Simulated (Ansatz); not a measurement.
ZnIn₂O₄ in space group I-4 (No. 82; In on 2b, In on 2d, Zn on 2a, O on 8g), DFT-PBE in the program Ansatz with PAW potentials, all energies at zero smearing, with the estimated change up to a 700 eV cutoff added, with one set of potentials and settings (totals compare only within such a set). Cell of 7 atoms (2 In, 1 Zn, 4 O): -16783.985 eV.

```
element                            reference phase  E (eV/atom)
-------  -----------------------------------------  -----------
In                     I4/mmm, 1 atoms in the cell   -5597.9156
Zn                       C2/m, 3 atoms in the cell   -3319.0322
O        C2/m, 4 atoms in the cell, spin-polarised    -565.0042
```

Formation energy per atom, worked out: (-16783.985 − 2×(-5597.9156) − 1×(-3319.0322) − 4×(-565.0042))/7 = -1.301 eV/atom (-125 kJ per mol of atoms), at 0 K, without zero-point energy or fitted corrections.

The cell is a constructed one: a structure type filled with these elements; neither database checked (COD, Materials Project) lists it. Whether it is the stable phase at ambient conditions was not checked. Symmetry was held in the PBE relaxation; its stability against distortions is not shown here. The references are the lowest solids computed at this level, not always the standard phases (solids in place of the gases).

Potentials: the earlier of the program's two PAW sets.
